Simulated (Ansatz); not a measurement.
A geometry of Nb$_{2}$C away from equilibrium: step 3 of the relaxation of a relaxed Nb2C cell displaced along its unstable phonon at q = Γ (162i cm⁻¹), largest move 0.15 Å. The numbers are results of PBE (plane waves to 420 eV, PAW, scalar-relativistic; Ansatz, a first-principles code), not measurements. Γ-centred k-mesh 6×6×10 on the run's cell (coarser than for final values), Fermi–Dirac smearing 0.05 eV. The plane waves were selected for a different cell earlier on the path.

```
Nb2C
1.0
    6.44480     0.12685     0.00000
   -3.11254     5.68256     0.00000
    0.00000     0.00000     3.25538
Nb C
6 3
Direct
  0.25516   0.98598   0.00000
  0.99852   0.23354   0.00000
  0.73005   0.73244   0.00000
  0.61778   0.05404   0.50000
  0.01328   0.58683   0.50000
  0.39441   0.42137   0.50000
  0.98490   0.96170   0.50000
  0.30650   0.64206   0.00000
  0.67814   0.33950   0.00000
```

Task: What forces act on the atoms (eV/Å)?

Result: 
```
atom     Fx     Fy    Fz
----  -----  -----  ----
Nb1    0.18  -0.48  0.00
Nb2   -0.22   0.19  0.00
Nb3    0.13   0.07  0.00
Nb4   -0.09   0.41  0.00
Nb5   -0.48   0.20  0.00
Nb6    0.55   0.65  0.00
C7     0.10  -0.57  0.00
C8    -0.26  -0.49  0.00
C9     0.09   0.04  0.00
```

The path ends in Pm (No. 6). No spin polarisation in the result.

The run could not lose the symmetry of its start, so the end can be a saddle point.

The end of the path is a generated cell of Nb2C: the first start was made by placing the elements on the sites of a structure type, and the end was not matched to a known phase here, so it may be hypothetical.
